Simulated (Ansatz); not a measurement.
Relaxed-ion elastic tensor of BaZrO3 (cubic perovskite, space group No. 221) in GPa (Voigt order), DFT-PBEsol in the program Ansatz with PAW potentials; density 6.28 g/cm³, 14.61 Å³ per atom.

```
 323  82.6  82.6   0.0   0.0   0.0
82.6   323  82.6   0.0   0.0   0.0
82.6  82.6   323   0.0   0.0   0.0
 0.0   0.0   0.0  85.3   0.0   0.0
 0.0   0.0   0.0   0.0  85.3   0.0
 0.0   0.0   0.0   0.0   0.0  85.3
```

Problem. Is the crystal mechanically stable?

Solution. Yes: the smallest eigenvalue of C is 85.3 GPa.

Problem. Work out the Voigt, Reuss and Hill averages.

Solution. K_V = 163, K_R = 163, K_H = 163; G_V = 99.3, G_R = 96.5, G_H = 97.9 GPa.

Problem. Give Young's modulus, Poisson's ratio, Pugh's ratio and the universal anisotropy index.

Solution. E = 9KG/(3K + G) = 245 GPa; ν = 0.25; K/G = 1.66 (near the Pugh limit of 1.75, no verdict); A_U = 5G_V/G_R + K_V/K_R − 6 = 0.14.

Problem. Estimate the sound speeds and the Debye temperature.

Solution. v_l = √((K + 4G/3)/ρ) = 6830 m/s, v_t = √(G/ρ) = 3950 m/s, mean 4380 m/s; Θ = (h/k)(3n/4πV)^(1/3) v_m = 534 K.

Problem. Give the Zener ratio and Young's modulus along [100], [110] and [111].

Solution. A = 2C44/(C11 − C12) = 0.71; 1/E = S11 − 2(S11 − S12 − S44/2)Γ with Γ = 0, 1/4, 1/3 gives 290, 232, 218 GPa.

Problem. Solve the Christoffel equation for the three sound speeds along [100], [110], [111].

Solution. Eigenvalues of C_ijkl n_j n_l equal ρv². In km/s, slowest first: [100] 3.68, 3.68, 7.17; [110] 3.68, 4.38, 6.77; [111] 4.16, 4.16, 6.63.

Space group Pm-3m (cubic perovskite). The cell was relaxed with PBEsol under the symmetry of its start. The run is not spin-polarised. Spin–orbit coupling is left out wherever it is not named.

Potentials: the later of the program's two PAW sets.
